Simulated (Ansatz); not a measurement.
Sn:
```cif
data_Sn2
_chemical_formula_sum 'Sn2'
_space_group_name_H-M_alt 'P 1'
_space_group_IT_number 1
_cell_length_a 4.44335
_cell_length_b 4.44335
_cell_length_c 4.44335
_cell_angle_alpha 97.519
_cell_angle_beta 97.519
_cell_angle_gamma 137.587
loop_
_space_group_symop_operation_xyz
  'x, y, z'
loop_
_atom_site_label
_atom_site_type_symbol
_atom_site_fract_x
_atom_site_fract_y
_atom_site_fract_z
_atom_site_occupancy
Sn1 Sn 0.75000 0.25000 0.50000 1
Sn2 Sn 0.00000 0.00000 0.00000 1
```

Relaxed with r²SCAN.

Task: Decompose the optical modes at the zone centre into irreducible representations, and say which are infrared and Raman allowed.

Result: Point group 4/mmm: Γ_opt = B1g + Eg. Infrared: none. Raman: B1g, Eg.

Task: Assign frequencies (DFPT, DFT-r²SCAN in the program Ansatz with PAW potentials).

Result: B1g 49, Eg 126 cm⁻¹.

Subscripts of B labels follow the axes of the standard setting.

Space group I4_1/amd (β-Sn type). Symmetry was held in the r²SCAN relaxation; of distortions, only those at the zone centre were tested. As this level gives no gap, phonon frequencies hold no LO–TO term and depend on the k-mesh and smearing (Fermi–Dirac, 0.1 eV here). Scalar-relativistic: spin–orbit coupling is off unless named, which matters more the heavier the elements.

Potentials: the later of the program's two PAW sets.
